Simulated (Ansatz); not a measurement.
# Stress against strain in Rh

```yaml
crystal:
  lattice:
    - [0.00000, 1.90155, 1.90155]
    - [1.90155, 0.00000, 1.90155]
    - [1.90155, 1.90155, 0.00000]
  atoms:
    - { symbol: Rh, position: [0.00000, 0.00000, 0.00000] }
```

The conventional cell has a = 3.803 Å, b = 3.803 Å, c = 3.803 Å, α = 90.00°, β = 90.00°, γ = 90.00°. Rh (atom 1) is surrounded by 12 Rh at 2.69 Å.

The geometry is COD entry 9008482, unchecked; take it as a test cell.

All numbers below come from Ansatz 0.2.0, DFT, LDA, all-electron LAPW, scalar-relativistic.

Sampling and basis: a Γ-centred 16×16×16 k mesh, Fermi–Dirac smearing of 0.03 eV, basis error target 0.25 meV/atom, no spin polarisation.

The strain is applied along the Cartesian axes of the cell as listed (γ is the engineering shear, twice εxy = εyz = εzx). Fractional coordinates are held (clamped ions).

σ is the change of stress from the unstrained cell, which is at -11.20 GPa; tension is positive, so slopes are stress–strain coefficients at that pressure. In a metal the k mesh adds noise.

Only quantities that a quadratic follows smoothly over the whole series are listed; rougher ones are left out.

```
      γ  σxy (GPa)
-0.0200      -3.97
 0.0000       0.00
 0.0100       1.85
 0.0200       3.72
```

Task: Fit the series and read off the stiffness at zero strain.

Result: Least-squares fits y = p0 + p1 x + p2 x² to the rows give σxy (GPa): p1 = 192, p2 = -280. So C44 (clamped ions) = 192 GPa.

Task: One run, at γ = -0.0100, is withheld. Predict its row.

Result: The fits give -1.96; the run gave -1.95.
